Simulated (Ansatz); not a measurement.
**Bi2Se3: reading a single point**

```xyz
5
Lattice="0.8191 -3.8403 0.0000 0.8191 -1.8328 -3.3747 8.5931 3.8403 0.0000" Properties=species:S:1:pos:R:3 pbc="T T T"
Se    6.2983   -0.6641   -2.6795
Se    3.9329   -1.1686   -0.6952
Se    0.0000    0.0000    0.0000
Bi    2.8387   -3.4095   -2.0282
Bi    7.3925    1.5767   -1.3465
```

Method: PBE, no spin polarisation; PAW, plane waves to 420 eV, 8×8×8 Γ-centred mesh, methfessel-paxton occupations (width 0.1761 eV) (Ansatz 0.2.0), atoms fixed.

Is it stable against the elements?

-0.19 eV an atom against the elements' usual phases (free molecules for gases, crystals otherwise, with no correction for O₂ or N₂), so it is bound against them; other compounds may still compete. Relaxing would lower it.

Is the cell too large or too small?

The pressure is 12.6 GPa (compression positive), so with the atoms held at these fractions the cell would first expand; the forces are large, so a full relaxation may end otherwise. The principal stresses 11.7, 13.1, 13.1 GPa differ, so its shape would change too.

Metal or insulator?

Counting bands on this mesh leaves a gap of 0.07 eV, but it is narrow, so a finer mesh and a narrower smearing would have to settle it.

Describe some of the short contacts.

Se–Bi at 2.83 Å: least valence density 0.35 e/Å³ and ELF 0.46 there. Se–Se at 3.13 Å: least valence density 0.16 e/Å³ and ELF 0.17 there. Both are smooth PAW fields, read partly inside the augmentation spheres.

How is the charge shared?

Bader charges in e: Bi +0.96, Se -0.81 to -0.55. In the mean Bi gives up most and Se takes most.

Origin: a database entry at a rescaled volume. Caveats: atoms or cell far from equilibrium; wide smearing; the gap is not wide against the smearing.
